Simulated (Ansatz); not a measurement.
YB2 (MoSi2 or CaC2 type, space group No. 139), DFT-PBE in the program Ansatz with PAW potentials, all energies at zero smearing, with the estimated change up to a 700 eV cutoff added, with one set of potentials and settings (totals compare only within such a set). Cell of 3 atoms (1 Y, 2 B): -4158.361 eV.

```csv
element,reference phase,E (eV/atom)
Y,"P6_3/mmc, 2 atoms in the cell",-3848.6897
B,"R-3m, 12 atoms in the cell",-155.9170
```

Formation energy per atom, worked out: (-4158.361 − 1×(-3848.6897) − 2×(-155.9170))/3 = 0.721 eV/atom (70 kJ per mol of atoms), at 0 K, without zero-point energy or fitted corrections.

Space group I4/mmm (MoSi2 or CaC2 type). The cell is a constructed one: a structure type filled with these elements; neither database checked (COD, Materials Project) lists it. COD files the formula under space group No. 191. Whether it is the stable phase at ambient conditions was not checked. Symmetry was held in the PBE relaxation; its stability against distortions is not shown here. No spin polarisation was allowed. The references are the lowest solids computed at this level, not always the standard phases.

Potentials: the earlier of the program's two PAW sets.
